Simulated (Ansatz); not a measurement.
Crystals of one structure type (zinc blende) and one family of elements, relaxed and computed with PBEsol (plane waves, PAW; program Ansatz).

| crystal | V (Å³/atom) | gap (eV) |
|---|---|---|
| BN | 5.86 | 4.29 |
| AlN | 10.48 | 3.19 |
| BP | 11.54 | ? |
| BAs | 13.55 | 1.08 |
| GaP | 20.11 | 1.45 |

Question: Fit a straight line to E_g against V and predict the withheld value.

Answer: Least squares on the 4 shown rows: E_g = -0.212 × V + (5.152), with a scatter of 0.70. For BP this gives 2.71. The run itself gave 1.11, a miss of 1.60, well beyond the scatter: the line misses something about this case.

All cells were relaxed under the symmetry of their starts (and spin orders); stability against distortions was not tested throughout. Scalar-relativistic: spin–orbit coupling is off unless named, which matters more the heavier the elements.

Potentials: the earlier of the program's two PAW sets. The files were generated under PBE; for other functionals the program regenerates the frozen cores, and for LDA and PBEsol the local potential too.
